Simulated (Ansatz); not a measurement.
WO3:
```
CELL_PARAMETERS angstrom
      3.79933     0.00000     0.00000
      0.00000     3.79933     0.00000
      0.00000     0.00000     3.79933
ATOMIC_POSITIONS crystal
  W  0.00000 0.00000 0.00000
  O  0.00000 0.00000 0.50000
  O  0.50000 0.00000 0.00000
  O  0.00000 0.50000 0.00000
```

Relaxed with PBEsol.

### Question
Give the Bader charges and basin volumes of the independent atoms, DFT-PBEsol in the program Ansatz with PAW potentials.

### Answer


| atom | Bader charge (e) | Bader volume (Å³) |
|---|---|---|
| W1 | +3.08 | 9.0 |
| O2 | -1.03 | 14.6 |

Space group Pm-3m (ReO3 type). The workflow started from a Materials Project entry (that database holds measured and hypothetical structures alike); the Crystallography Open Database copy checked does not list it. COD files the formula under space group No. 2, 14, 62, 129, 130, 191. Whether it is the stable phase at ambient conditions was not checked. Symmetry was held in the PBEsol relaxation; whether a distortion lowers the energy is not shown. The run is not spin-polarised. No Hubbard U is applied. Scalar-relativistic: spin–orbit coupling is off unless named, which matters more the heavier the elements.

Potentials: the later of the program's two PAW sets.
